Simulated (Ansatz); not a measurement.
BeS in space group P-6m2 (No. 187; Be on 1a, S on 1f) at seven volumes, PBE (plane waves, PAW; program Ansatz), shape and atoms relaxed at each. One row is withheld.

| V (Å³/atom) | P (GPa) |
|---|---|
| 11.989 | 9.61 |
| 12.385 | 6.00 |
| 12.780 | 2.85 |
| 13.175 | 0.00 |
| 13.571 | ? |
| 13.966 | -4.72 |
| 14.361 | -6.57 |

Q: Fit the shown pressures and predict the withheld one.

A: P = (3/2)B₀(x^(7/2) − x^(5/2))[1 + (3/4)(B′ − 4)(x − 1)] with x = (V₀/V)^(2/3). Least squares on the six rows gives V₀ = 13.176 Å³/atom, B₀ = 88.0 GPa, B′ = 3.15. At V = 13.571, x = 0.9805 and P = -2.48 GPa. The run itself gave -2.53 GPa.

The cell is a constructed one: a structure type filled with these elements; neither database checked (COD, Materials Project) lists it. COD files the formula under space group No. 216, so this cell is another polymorph or a model. Its standing as an ambient phase is unchecked. Symmetry was held in the PBE relaxation; whether a distortion lowers the energy is not shown.

Potentials: the later of the program's two PAW sets.
